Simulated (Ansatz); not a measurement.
Data:

Starting cell, TiTe₂ (CdI2 type):

```
CELL_PARAMETERS angstrom
      3.78396     0.00000     0.00000
     -1.89198     3.27701     0.00000
      0.00000     0.00000     6.60161
ATOMIC_POSITIONS crystal
  Ti 0.00000 0.00000 0.00000
  Te 0.33333 0.66667 0.25685
  Te 0.66667 0.33333 0.74315
```

In this cell atom 1 (Ti, nearest neighbour Te at 2.765 Å; its periodic images, 3.8 Å or more away, move with it) is moved by s along Cartesian z, unit vector (0.000, 0.000, 1.000); all other atoms and the cell stay fixed.

These are r2SCAN+rVV10 (plane waves to 500 eV, PAW, scalar-relativistic; Ansatz, an electronic-structure program) values and carry that method's errors. k mesh 11×11×6 (Γ-centred), Fermi-Dirac smearing 0.05 eV. Energies are smeared free energies. With partly filled bands, energies and forces of such displacements shift with the k mesh and the smearing. Spin-orbit coupling is left out, though Te is heavy. TiTe2 is run without spin polarisation. TiTe2 was relaxed with its symmetry unable to fall. The zero of ΔE is the undisplaced structure.

The scan covers s from -0.830 to 0.830 Å in 11 points.

### Question
Is this a single well or a double well?

### Answer
A single well with its minimum at or next to zero displacement.

### Question
Is the energy the same for equal positive and negative displacements?

### Answer
Even: the same for both signs. With its periodic images moving along, the atom's site symmetry in this cell is -3m..

### Question
What force acts on the atom along the line at s = -0.830 Å?

### Answer
7.56 eV/Å.

### Question
What is the force constant k = d²E/ds² of this move at s = 0?

### Answer
10.9 eV/Å².

(A displaced cell: forces are minus the slopes of the energy, force constants its curvatures, and phonons follow from these.)
